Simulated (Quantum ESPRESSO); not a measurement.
## GaAg3Rh3Cu (one run as intended and one with a planted mistake)

Simulated, not a measurement. The program is pw.x of Quantum ESPRESSO 7.5 (plane-wave density functional theory). The cell is made up: eight metal atoms on a hexagonal close-packed lattice, with elements, volume, strain and displacements drawn at random and not relaxed, so it may be unstable or far from any real phase. PseudoDojo standard norm-conserving files set the functional (PBE unless stated); there is no spin polarisation or spin-orbit coupling, the Fermi-Dirac width of 0.25 eV means electrons at about 2900 K, and the masses in the input are unused placeholders. The copper pseudopotential is less sure than most, with forces differing by about three percent and pressure by about two GPa from a second method on plain copper. A spin test at this wide smearing found no moment, but such smearing suppresses magnetism that the real alloy may have.

Intended input:

```
&control calculation='scf', pseudo_dir='./dojo.nc.sr.pbe.v0_5.standard.upf', outdir='./o', disk_io='minimal', tprnfor=.true., tstress=.true. /
&system ibrav=0, nat=8, ntyp=4, nbnd=82, ecutwfc=92.02030273, nosym=.true., tot_charge=0,
 occupations='smearing', smearing='fd', degauss=0.0183746611
/
&electrons conv_thr=1.470e-08, electron_maxstep=70, mixing_beta=0.5 /
ATOMIC_SPECIES
Ag 1.0 Ag.upf
Cu 1.0 Cu.upf
Ga 1.0 Ga.upf
Rh 1.0 Rh.upf
CELL_PARAMETERS angstrom
0.0 0.0 4.6479
5.7956 0.0 0.0
-2.8978 5.0192 0.0
ATOMIC_POSITIONS angstrom
Ga 0.0581 0.0018 -0.0404
Ag -1.3836 2.5285 0.046
Rh 2.956 0.0772 0.0759
Rh 1.3831 2.4952 -0.0745
Cu 0.0209 1.6844 2.2915
Ag -1.4914 4.1572 2.3251
Rh 2.8843 1.7337 2.2909
Ag 1.3972 4.1626 2.4368
K_POINTS automatic
5 5 5 1 1 1
```

The log is shortened where brackets say so; the opening notice, blank lines, dates and the lines on written files are dropped, and the path of the files is cut. It prints rydbergs, bohrs and kilobars, and counts compression as positive stress. Its total energy is the free energy E - TS of the whole cell.

Log of the intended run:

```
     Program PWSCF v.7.5
     Parallel version (MPI & OpenMP), running on       4 processor cores
     Number of MPI processes:                 4
     Threads/MPI process:                     1
     [start-up lines left out]
     bravais-lattice index     =            0
     lattice parameter (alat)  =       8.7833  a.u.
     unit-cell volume          =     912.4021 (a.u.)^3
     number of atoms/cell      =            8
     number of atomic types    =            4
     number of electrons       =       140.00
     number of Kohn-Sham states=           82
     kinetic-energy cutoff     =      92.0203  Ry
     charge density cutoff     =     368.0812  Ry
     scf convergence threshold =      1.5E-08
     mixing beta               =       0.5000
     number of iterations used =            8  plain     mixing
     Exchange-correlation= PBE
                           (   1   4   3   4   0   0   0)
     [axes and pseudopotential details left out]
   Cartesian axes
     site n.     atom                  positions (alat units)
         1        Ga     tau(   1) = (   0.0125003   0.0003873  -0.0086921  )
         2        Ag     tau(   2) = (  -0.2976828   0.5440091   0.0098969  )
         3        Rh     tau(   3) = (   0.6359861   0.0166097   0.0163300  )
         4        Rh     tau(   4) = (   0.2975752   0.5368446  -0.0160287  )
         5        Cu     tau(   5) = (   0.0044967   0.3624002   0.4930184  )
         6        Ag     tau(   6) = (  -0.3208761   0.8944254   0.5002474  )
         7        Rh     tau(   7) = (   0.6205598   0.3730072   0.4928893  )
         8        Ag     tau(   8) = (   0.3006089   0.8955873   0.5242798  )
     number of k points=    63  Fermi-Dirac smearing, width (Ry)=  0.0184
                       cart. coord. in units 2pi/alat
        k(    1) = (   0.0801970   0.1389036   0.1000000), wk =   0.0320000
        k(    2) = (   0.0801970   0.3241084   0.1000000), wk =   0.0320000
     [further k points left out]
     Dense  grid:   108785 G-vectors     FFT dimensions: (  54,  72,  72)
     Estimated max dynamical RAM per process >     469.24 MB
     Estimated total dynamical RAM >       1.76 GB
     Initial potential from superposition of free atoms
     starting charge     139.9937, renormalised to     140.0000
     Starting wfcs are   79 randomized atomic wfcs +    3 random wfcs
     total cpu time spent up to now is        7.5 secs
     per-process dynamical memory:   376.2 Mb
     Self-consistent Calculation
     iteration #  1     ecut=    92.02 Ry     beta= 0.50
     Davidson diagonalization with overlap
     ethr =  1.00E-02,  avg # of iterations =  3.0
     total cpu time spent up to now is       26.7 secs
     total energy              =   -2163.57926434 Ry
     estimated scf accuracy    <       3.78733325 Ry
     iteration #  2     ecut=    92.02 Ry     beta= 0.50
     Davidson diagonalization with overlap
     ethr =  2.71E-03,  avg # of iterations =  3.0
     total cpu time spent up to now is       49.3 secs
     total energy              =   -2164.27363543 Ry
     estimated scf accuracy    <      18.13659589 Ry
     [iterations 3 to 15 left out]
     iteration # 16     ecut=    92.02 Ry     beta= 0.50
     Davidson diagonalization with overlap
     ethr =  5.15E-11,  avg # of iterations =  1.9
     total cpu time spent up to now is      288.0 secs
     total energy              =   -2165.95245363 Ry
     estimated scf accuracy    <       0.00000002 Ry
     iteration # 17     ecut=    92.02 Ry     beta= 0.50
     Davidson diagonalization with overlap
     ethr =  1.30E-11,  avg # of iterations =  1.0
     total cpu time spent up to now is      303.1 secs
     End of self-consistent calculation
     [lines on levels left out]
!    total energy              =   -2165.95245362 Ry
     estimated scf accuracy    <          4.5E-09 Ry
     smearing contrib. (-TS)   =      -0.11545880 Ry
     internal energy E=F+TS    =   -2165.83699483 Ry
     The total energy is F=E-TS. E is the sum of the following terms:
     one-electron contribution =    -885.71371235 Ry
     hartree contribution      =     525.22923883 Ry
     xc contribution           =    -340.59405852 Ry
     ewald contribution        =   -1464.75846279 Ry
     convergence has been achieved in  17 iterations
     Forces acting on atoms (cartesian axes, Ry/au):
     atom    1 type  3   force =    -0.00376578    0.01202009    0.00765898
     atom    2 type  1   force =    -0.01052910   -0.00663861   -0.01317168
     atom    3 type  4   force =    -0.00373247    0.01340813   -0.00649381
     atom    4 type  4   force =     0.02391800   -0.02193090    0.02208545
     atom    5 type  2   force =     0.00595301    0.00175201    0.00076948
     atom    6 type  1   force =     0.00949379    0.01605831    0.00517397
     atom    7 type  4   force =    -0.02138249   -0.02557407    0.01002582
     atom    8 type  1   force =     0.00004504    0.01090505   -0.02604823
     Total force =     0.068888     Total SCF correction =     0.000172
     Computing stress (Cartesian axis) and pressure
          total   stress  (Ry/bohr**3)                   (kbar)     P=      -94.83
  -0.00079056  -0.00004014  -0.00003255         -116.30       -5.91       -4.79
  -0.00004014  -0.00069546  -0.00004162           -5.91     -102.31       -6.12
  -0.00003255  -0.00004162  -0.00044788           -4.79       -6.12      -65.89
     init_run     :      7.04s CPU      7.37s WALL (       1 calls)
     electrons    :    288.08s CPU    295.64s WALL (       1 calls)
     forces       :      2.34s CPU      2.34s WALL (       1 calls)
     stress       :      7.68s CPU      7.68s WALL (       1 calls)
     [timing details left out]
     PWSCF        :   5m 5.28s CPU   5m13.20s WALL
     JOB DONE.
```

A second run has one planted mistake: two atoms have their elements exchanged. The input lines that differ:

```
- Rh 2.8843 1.7337 2.2909
- Ag 1.3972 4.1626 2.4368
+ Ag 2.8843 1.7337 2.2909
+ Rh 1.3972 4.1626 2.4368
```

Its log:

```
     Program PWSCF v.7.5
     Parallel version (MPI & OpenMP), running on       4 processor cores
     Number of MPI processes:                 4
     Threads/MPI process:                     1
     [start-up lines left out]
     bravais-lattice index     =            0
     lattice parameter (alat)  =       8.7833  a.u.
     unit-cell volume          =     912.4021 (a.u.)^3
     number of atoms/cell      =            8
     number of atomic types    =            4
     number of electrons       =       140.00
     number of Kohn-Sham states=           82
     kinetic-energy cutoff     =      92.0203  Ry
     charge density cutoff     =     368.0812  Ry
     scf convergence threshold =      1.5E-08
     mixing beta               =       0.5000
     number of iterations used =            8  plain     mixing
     Exchange-correlation= PBE
                           (   1   4   3   4   0   0   0)
     [axes and pseudopotential details left out]
   Cartesian axes
     site n.     atom                  positions (alat units)
         1        Ga     tau(   1) = (   0.0125003   0.0003873  -0.0086921  )
         2        Ag     tau(   2) = (  -0.2976828   0.5440091   0.0098969  )
         3        Rh     tau(   3) = (   0.6359861   0.0166097   0.0163300  )
         4        Rh     tau(   4) = (   0.2975752   0.5368446  -0.0160287  )
         5        Cu     tau(   5) = (   0.0044967   0.3624002   0.4930184  )
         6        Ag     tau(   6) = (  -0.3208761   0.8944254   0.5002474  )
         7        Ag     tau(   7) = (   0.6205598   0.3730072   0.4928893  )
         8        Rh     tau(   8) = (   0.3006089   0.8955873   0.5242798  )
     number of k points=    63  Fermi-Dirac smearing, width (Ry)=  0.0184
                       cart. coord. in units 2pi/alat
        k(    1) = (   0.0801970   0.1389036   0.1000000), wk =   0.0320000
        k(    2) = (   0.0801970   0.3241084   0.1000000), wk =   0.0320000
     [further k points left out]
     Dense  grid:   108785 G-vectors     FFT dimensions: (  54,  72,  72)
     Estimated max dynamical RAM per process >     469.24 MB
     Estimated total dynamical RAM >       1.76 GB
     Initial potential from superposition of free atoms
     starting charge     139.9937, renormalised to     140.0000
     Starting wfcs are   79 randomized atomic wfcs +    3 random wfcs
     total cpu time spent up to now is        7.1 secs
     per-process dynamical memory:   376.2 Mb
     Self-consistent Calculation
     iteration #  1     ecut=    92.02 Ry     beta= 0.50
     Davidson diagonalization with overlap
     ethr =  1.00E-02,  avg # of iterations =  3.0
     total cpu time spent up to now is       26.1 secs
     total energy              =   -2163.57418079 Ry
     estimated scf accuracy    <       3.82197943 Ry
     iteration #  2     ecut=    92.02 Ry     beta= 0.50
     Davidson diagonalization with overlap
     ethr =  2.73E-03,  avg # of iterations =  3.0
     total cpu time spent up to now is       47.0 secs
     total energy              =   -2164.28445366 Ry
     estimated scf accuracy    <      18.19992527 Ry
     [iterations 3 to 16 left out]
     iteration # 17     ecut=    92.02 Ry     beta= 0.50
     Davidson diagonalization with overlap
     ethr =  1.06E-11,  avg # of iterations =  2.0
     total cpu time spent up to now is      303.7 secs
     total energy              =   -2165.97641114 Ry
     estimated scf accuracy    <       0.00000004 Ry
     iteration # 18     ecut=    92.02 Ry     beta= 0.50
     Davidson diagonalization with overlap
     ethr =  1.06E-11,  avg # of iterations =  2.0
     total cpu time spent up to now is      320.4 secs
     End of self-consistent calculation
     [lines on levels left out]
!    total energy              =   -2165.97641114 Ry
     estimated scf accuracy    <          2.9E-09 Ry
     smearing contrib. (-TS)   =      -0.10793201 Ry
     internal energy E=F+TS    =   -2165.86847913 Ry
     The total energy is F=E-TS. E is the sum of the following terms:
     one-electron contribution =    -887.35946250 Ry
     hartree contribution      =     526.10369225 Ry
     xc contribution           =    -340.61438568 Ry
     ewald contribution        =   -1463.99832319 Ry
     convergence has been achieved in  18 iterations
     Forces acting on atoms (cartesian axes, Ry/au):
     atom    1 type  3   force =    -0.01605050    0.00639063    0.00307545
     atom    2 type  1   force =    -0.00550264   -0.00418976   -0.01246482
     atom    3 type  4   force =     0.00595923   -0.01804905   -0.01480426
     atom    4 type  4   force =     0.00726733    0.00061068    0.01371752
     atom    5 type  2   force =     0.00808888    0.00048868    0.00094418
     atom    6 type  1   force =     0.01028059    0.02038197    0.00566060
     atom    7 type  1   force =    -0.00860457   -0.01481278    0.01399185
     atom    8 type  4   force =    -0.00143833    0.00917963   -0.01012052
     Total force =     0.051290     Total SCF correction =     0.000125
     Computing stress (Cartesian axis) and pressure
          total   stress  (Ry/bohr**3)                   (kbar)     P=      -99.44
  -0.00074117  -0.00005054  -0.00006350         -109.03       -7.44       -9.34
  -0.00005054  -0.00071382   0.00002308           -7.44     -105.01        3.40
  -0.00006350   0.00002308  -0.00057304           -9.34        3.40      -84.30
     init_run     :      6.72s CPU      7.07s WALL (       1 calls)
     electrons    :    304.94s CPU    313.27s WALL (       1 calls)
     forces       :      2.38s CPU      2.38s WALL (       1 calls)
     stress       :      7.85s CPU      7.86s WALL (       1 calls)
     [timing details left out]
     PWSCF        :   5m22.03s CPU   5m30.74s WALL
     JOB DONE.
```

```
                                            intended run  run with the mistake
                          free energy (eV)    -29469.284            -29469.610
         entropy term -TS, part of it (eV)        -1.571                -1.468
                            pressure (GPa)         -9.48                 -9.94
size of the largest force component (eV/Å)         0.670                 0.524
largest change of a force component (eV/Å)                               0.809
                                iterations            17                    18
```

For scale, a rerun of the intended cell at a higher cutoff and on a denser mesh moved values by no more than 0.002 eV in energy, 0.02 GPa in stress and 0.003 eV/Å in force, and a second program with other atomic files agreed on that cell to 2 % rms in force and 0.5 GPa in pressure.